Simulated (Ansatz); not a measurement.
**Question.** Each is relaxed and computed with DFT-r²SCAN in the program Ansatz with PAW potentials. Which is the only metal?
A. Ce2SeN2, P-3m1 (Ce on 2d, Se on 1a, N on 2d)
B. CuI, wurtzite
C. ZnCu2SnS4, I-4 (Pearson symbol tI16)
D. ZrCu2P2, P-3m1 (Zr on 1a, Cu on 2d, P on 2d)

**Answer.** D, ZrCu2P2, P-3m1 (Zr on 1a, Cu on 2d, P on 2d). ZrCu2P2: metal; CuI: gap 1.72 eV (direct); Ce2SeN2: gap 1.10 eV (indirect); ZnCu2SnS4: gap 0.47 eV (direct). Caveat: open 4f shells can settle in a state that is not the lowest. Not the usual ambient phase: CuI, wurtzite. Standing as an ambient phase not checked: ZrCu2P2, P-3m1 (Zr on 1a, Cu on 2d, P on 2d); Ce2SeN2, P-3m1 (Ce on 2d, Se on 1a, N on 2d). All cells were relaxed under the symmetry of their starts (and spin orders); stability against distortions was not tested throughout. Rows with no word on spin ran without spin polarisation. No Hubbard U is applied. Scalar-relativistic: spin–orbit coupling is off unless named, which matters more the heavier the elements.

Potentials: the later of the program's two PAW sets.
